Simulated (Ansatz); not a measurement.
Ga3BAs4, ordered on the zincblende lattice with 8 atoms a cell, 8 atoms and 102 valence electrons in a cell of about 161 Å³, was run 7 times in the PAW code Ansatz, each time on 4 threads of Arm Neoverse V1 (shared host).

| run | k mesh | irreducible k | cutoff (eV) | plane waves | bands | SCF iterations | wall time | peak host memory (GiB) |
| --- | --- | --- | --- | --- | --- | --- | --- | --- |
| relaxation, PBE | 6×6×6 | 30 | 420 | 3243 | 62 | 49 | 66 s | 0.69 |
| relaxation, r2SCAN | 6×6×6 | 30 | 500 | 4071 | 62 | 26 | 65 s | 1.1 |
| bands, PBE | 6×6×6 | 30 | 420 | 3099 | 57 | 8 | 21 s | 0.83 |
| single point, r2SCAN | 6×6×6 | 30 | 500 | 4071 | 57 | 8 | 26 s | 1.1 |
| single point, HSE06 | 4×4×4 | 13 | 420 | 3099 | 57 | 20 | 4.3 min | 3.2 |
| single point, PBE+SOC | 6×6×6 | 30 | 420 | 3099 | 114 | 10 | 94 s | 2.2 |
| single point, PBE0 | 4×4×4 | 13 | 420 | 3099 | 57 | 19 | 4.2 min | 3.2 |

The slowest run (single point, HSE06) took about 13 times as long as the quickest (bands, PBE).

Only the levels marked +SOC include spin-orbit coupling.
